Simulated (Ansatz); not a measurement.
## Be$_{2}$ZnSe$_{3}$ (P3m1) at 2 levels of theory

One geometry, relaxed with PBE; plane waves with PAW potentials in Ansatz, scalar-relativistic. No spin polarisation. Gaps are the least over mesh and band path; pressure is positive in compression.

```yaml
crystal:
  lattice:
    - [3.78997, 0.00000, 0.00000]
    - [-1.89498, 3.28221, 0.00000]
    - [0.00000, 0.00000, 9.34066]
  atoms:
    - { symbol: Be, position: [0.00000, 0.00000, 0.00844] }
    - { symbol: Be, position: [0.66667, 0.33333, 0.32424] }
    - { symbol: Zn, position: [0.33333, 0.66667, 0.66311] }
    - { symbol: Se, position: [0.00000, 0.00000, 0.77004] }
    - { symbol: Se, position: [0.33333, 0.66667, 0.39983] }
    - { symbol: Se, position: [0.66667, 0.33333, 0.08433] }
```

```json
{"level": "PBE", "cutoff (eV)": "420", "k mesh": "12×12×4", "gap (eV)": "2.37", "pressure (GPa)": "0.0"}
```

**Question.** What comes out on the same cell with r2SCAN?

**Answer.**
```csv
level,cutoff (eV),k mesh,gap (eV),pressure (GPa)
r2SCAN,500,12×12×4,2.80,-1.3
```

The structure comes from a generated guess; another structure or a mixture of phases may lie lower.
